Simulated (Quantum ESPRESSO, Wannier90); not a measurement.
## BaTiO$_{3}$ (R3m): Wannier90 run

Materials Project entry mp-5020; symmetrised, unrelaxed at this level. COD (Crystallography Open Database) has the formula in 5 space groups, this one among them (matched by group alone). Method: PBEsol plane waves in Quantum ESPRESSO 7.5 (PseudoDojo norm-conserving files, 68 Ry, spinors with spin-orbit coupling), Bloch states on a 6×6×6 mesh through Γ, Wannier90 4.0.1. Density: 8×8×8 mesh, cold smearing 0.01 Ry.

```
begin unit_cell_cart
ang
    2.8482551358    1.6444408694    2.3355600000
   -2.8482551358    1.6444408694    2.3355600000
    0.0000000000   -3.2888817387    2.3355600000
end unit_cell_cart
mp_grid = 6 6 6
```

**Question.** Which shells of neighbouring k-points and which b-vectors and weights does Wannier90 pick for this cell and mesh?

**Answer.** 
```
 *---------------------------------- K-MESH ----------------------------------*
 +----------------------------------------------------------------------------+
 |                    Distance to Nearest-Neighbour Shells                    |
 |                    ------------------------------------                    |
 |          Shell             Distance (Ang^-1)          Multiplicity         |
 |          -----             -----------------          ------------         |
 |             1                   0.259608                      6            |
 |             2                   0.366617                      6            |
 |             3                   0.367663                      6            |
 |             4                   0.448371                      2            |
 |             5                   0.450080                      6            |
 |             6                   0.519215                      6            |
 |             7                   0.579838                     12            |
 |             8                   0.581161                     12            |
       ... (lines left out)
 +----------------------------------------------------------------------------+
 | The b-vectors are chosen automatically                                     |
 | The following shells are used:                       1,  2                 |
 +----------------------------------------------------------------------------+
 |                        Shell   # Nearest-Neighbours                        |
 |                        -----   --------------------                        |
 |                          1               6                                 |
 |                          2               6                                 |
 +----------------------------------------------------------------------------+
 | Completeness relation is fully satisfied [Eq. (B1), PRB 56, 12847 (1997)]  |
 +----------------------------------------------------------------------------+
 |                  b_k Vectors (Ang^-1) and Weights (Ang^2)                  |
 |                  ----------------------------------------                  |
 |            No.         b_k(x)      b_k(y)      b_k(z)        w_b           |
 |            ---        --------------------------------     --------        |
 |             1         0.000000   -0.212270    0.149457     7.376578        |
 |             2        -0.183831    0.106135    0.149457     7.376578        |
 |             3         0.183831    0.106135    0.149457     7.376578        |
 |             4         0.000000    0.212270   -0.149457     7.376578        |
 |             5         0.183831   -0.106135   -0.149457     7.376578        |
 |             6        -0.183831   -0.106135   -0.149457     7.376578        |
 |             7        -0.183831   -0.106135    0.298914     0.021187        |
 |             8         0.183831   -0.106135    0.298914     0.021187        |
 |             9         0.000000    0.212270    0.298914     0.021187        |
 |            10         0.183831    0.106135   -0.298914     0.021187        |
 |            11        -0.183831    0.106135   -0.298914     0.021187        |
 |            12         0.000000   -0.212270   -0.298914     0.021187        |
```
